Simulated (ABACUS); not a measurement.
A self-consistent single point of Te2Mo (P6_3/mmc, 6 atoms in the cell; from Materials Project mp-602, changed as shown).

```xyz
6
Lattice="3.6356 0.0000 0.0000 -1.8178 3.1485 0.0000 0.0000 0.0000 14.9351" Properties=species:S:1:pos:R:3 pbc="T T T"
Te     0.0000     2.0990     9.3765
Te     1.8178     1.0495     5.5585
Te     1.8178     1.0495     1.9090
Te     0.0000     2.0990    13.0261
Mo     0.0000     2.0990     3.7338
Mo     1.8178     1.0495    11.2013
```

Method: PBE, PseudoDojo 0.5 standard norm-conserving PBE (tails mended) pseudopotentials (plane waves; ABACUS).

ABACUS settings:

```
setting                                                               value
---------------  ----------------------------------------------------------
KPT                                                       Gamma 5 5 1 0 0 0
basis_type                                                               pw
dft_functional                                                          PBE
ecutwfc                                                             82.3 Ry
smearing_method                                                    gaussian
smearing_sigma                                                0.00367493 Ry
potentials       PseudoDojo 0.5 standard norm-conserving PBE (tails mended)
symmetry                                                                  1
symmetry_prec                                                         1e-05
ks_solver                                                      dav_subspace
scf_nmax                                                                100
scf_thr                                                          1.0e-09 Ry
mixing_type                                                         broyden
```

Results:

```
Property                                                   Value
------------------------------------------------  --------------
Number of valence electrons                                   92
Number of bands                                               56
Number of k-points after the program's reduction               5
Number of plane waves (most at a k-point)                  14586
Number of SCF iterations                                      11
FFT grid                                           40 × 40 × 180
Free energy E − TS                                -15231.6671 eV
Pressure                                               -3.81 GPa
Largest force (vector length)                         0.568 eV/Å
```

Forces (eV/Å):
```json
[
 {"atom": "Te1", "Fx": "0.000", "Fy": "0.000", "Fz": "0.568"},
 {"atom": "Te2", "Fx": "0.000", "Fy": "0.000", "Fz": "-0.568"},
 {"atom": "Te3", "Fx": "0.000", "Fy": "0.000", "Fz": "0.568"},
 {"atom": "Te4", "Fx": "0.000", "Fy": "0.000", "Fz": "-0.568"},
 {"atom": "Mo5", "Fx": "0.000", "Fy": "0.000", "Fz": "0.000"},
 {"atom": "Mo6", "Fx": "0.000", "Fy": "0.000", "Fz": "0.000"}
]
```

Stress (GPa, positive for compression):
```
-3.95   0.00   0.00
 0.00  -3.95   0.00
 0.00   0.00  -3.54
```

For comparison: a first run was changed to give this one (volume scaled by 1.06), and from it to this one the free energy goes up by 15.9 meV/atom, the pressure goes from 0.87 to -3.81 GPa and the largest force goes from 0.172 to 0.568 eV/Å.

Spin-orbit coupling is left out, which matters for bands and gaps with elements this heavy. The structure comes from a collection of computed structures, made at another level of theory; the collection holds predicted forms beside known ones.

Cost on one core: about 2.8 core-minutes (a rough figure).

“Tails mended”: in these copies of the files the far tail of each local potential was reset to the Coulomb form.
